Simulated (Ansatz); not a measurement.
NaCl:
```
CELL_PARAMETERS angstrom
      0.00000     2.73212     2.73212
      2.73212     0.00000     2.73212
      2.73212     2.73212     0.00000
ATOMIC_POSITIONS crystal
  Na 0.00000 0.00000 0.00000
  Cl 0.50000 0.50000 0.50000
```

Relaxed with LDA.

Which orbitals make up the states near the band edges in LDA (plane waves, PAW; program Ansatz)?

Top 1 eV of the valence band: Cl 3p 99 %. Bottom 1 eV of the conduction band: Na 3s 68 %, Cl 3s 23 %, Cl 3p 7 %. Projections are on Löwdin-orthogonalised atomic valence shells; empty p or d shells of many metals are not among them.

Tabulate the density of states.

States/eV per cell of 2 atoms, in 0.25 eV bins, energy from the valence-band maximum.

```csv
E (eV),total,Cl 3p,Na 3s,Cl 3s
-7.85,0.00,0.00,0.00,0.00
-7.60,0.00,0.00,0.00,0.00
-7.35,0.00,0.00,0.00,0.00
-7.10,0.00,0.00,0.00,0.00
-6.85,0.00,0.00,0.00,0.00
-6.60,0.00,0.00,0.00,0.00
-6.35,0.00,0.00,0.00,0.00
-6.10,0.00,0.00,0.00,0.00
-5.85,0.00,0.00,0.00,0.00
-5.60,0.00,0.00,0.00,0.00
-5.35,0.00,0.00,0.00,0.00
-5.10,0.00,0.00,0.00,0.00
-4.85,0.00,0.00,0.00,0.00
-4.60,0.00,0.00,0.00,0.00
-4.35,0.00,0.00,0.00,0.00
-4.10,0.00,0.00,0.00,0.00
-3.85,0.00,0.00,0.00,0.00
-3.60,0.00,0.00,0.00,0.00
-3.35,0.00,0.00,0.00,0.00
-3.10,0.00,0.00,0.00,0.00
-2.85,0.00,0.00,0.00,0.00
-2.60,0.00,0.00,0.00,0.00
-2.35,0.12,0.10,0.02,0.00
-2.10,1.09,0.94,0.14,0.00
-1.85,4.09,3.70,0.33,0.02
-1.60,1.54,1.38,0.13,0.02
-1.35,1.33,1.24,0.06,0.01
-1.10,1.93,1.85,0.04,0.01
-0.85,2.79,2.72,0.03,0.01
-0.60,5.06,4.99,0.02,0.00
-0.35,4.73,4.69,0.00,0.00
-0.10,1.34,1.33,0.00,0.00
0.15,0.00,0.00,0.00,0.00
0.40,0.00,0.00,0.00,0.00
0.65,0.00,0.00,0.00,0.00
0.90,0.00,0.00,0.00,0.00
1.15,0.00,0.00,0.00,0.00
1.40,0.00,0.00,0.00,0.00
1.65,0.00,0.00,0.00,0.00
1.90,0.00,0.00,0.00,0.00
2.15,0.00,0.00,0.00,0.00
2.40,0.00,0.00,0.00,0.00
2.65,0.00,0.00,0.00,0.00
2.90,0.00,0.00,0.00,0.00
3.15,0.00,0.00,0.00,0.00
3.40,0.00,0.00,0.00,0.00
3.65,0.00,0.00,0.00,0.00
3.90,0.00,0.00,0.00,0.00
4.15,0.00,0.00,0.00,0.00
4.40,0.00,0.00,0.00,0.00
4.65,0.00,0.00,0.00,0.00
4.90,0.00,0.00,0.00,0.00
5.15,0.01,0.00,0.01,0.00
5.40,0.04,0.00,0.03,0.01
5.65,0.06,0.00,0.04,0.01
5.90,0.09,0.01,0.06,0.02
6.15,0.12,0.01,0.08,0.02
6.40,0.15,0.02,0.10,0.03
6.65,0.21,0.02,0.14,0.03
6.90,0.30,0.03,0.19,0.04
7.15,0.63,0.05,0.30,0.05
7.40,0.75,0.06,0.35,0.04
7.65,1.20,0.07,0.61,0.05
7.90,1.68,0.07,0.70,0.04
8.15,1.56,0.05,0.49,0.02
8.40,1.39,0.04,0.37,0.01
8.65,1.08,0.03,0.29,0.00
8.90,0.88,0.02,0.23,0.00
9.15,1.26,0.04,0.34,0.00
9.40,1.56,0.05,0.41,0.01
9.65,1.62,0.04,0.25,0.01
9.90,1.95,0.06,0.29,0.01
```

Space group Fm-3m (rock salt). Symmetry was held in the LDA relaxation; phonons on a q-mesh show no instability.

Potentials: the later of the program's two PAW sets.
